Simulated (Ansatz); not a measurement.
Ga: energy along a strain

Ga, I4/mmm, a = 2.808 Å, c = 4.458 Å (as given, not relaxed at this level: 0.5 GPa). This isn't the element's structure at ambient conditions. Ansatz: PBEsol, PAW, 420 eV, Γ-centred 24×24×24 mesh on 1 atom, Gaussian smearing 0.15 eV; no spin polarisation. Cell vectors (Å): -1.404 1.404 2.229; 1.404 -1.404 2.229; 1.404 1.404 -2.229. The cell is strained by x per cent times the pattern (0 1 0 0 0 0) in the order xx yy zz yz xz xy (engineering shears), with fractional coordinates held. y is the free energy over the start, V0 = 17.575 Å³/atom.

| x (%) | y (meV/atom) |
| --- | --- |
| -2.00 | 2.64 |
| -1.50 | 1.63 |
| -1.00 | 0.87 |
| -0.50 | 0.35 |
| 0.00 | 0.00 |
| 0.50 | -0.19 |
| 1.00 | ? |
| 1.50 | -0.09 |
| 1.75 | 0.05 |
| 2.00 | 0.25 |

**Question.** Fit y = c1 x + c2 x² + c3 x³ to the other rows, get the stiffness along the pattern, and predict the missing energy.

**Answer.** Least squares on the rows shown. y = −0.5254 x + 0.3547 x² − 0.01890 x³. The clamped-ion stiffness p·C·p = 2 × 3.547 eV × 160.2 / 17.575 Å³ = 65 GPa, which is C22 in these axes (second derivative at the start, which stands under stress). With a term in x⁴ added, the coefficient of x² becomes 0.3144, 11 % less, which shows how far this figure hangs on the form. At x = 1.00 the fit asked for gives -0.19 meV/atom. The run gave -0.23 meV/atom, so the fit is 0.04 meV/atom too high, within twice the rms miss on the fitted rows (0.02 meV/atom).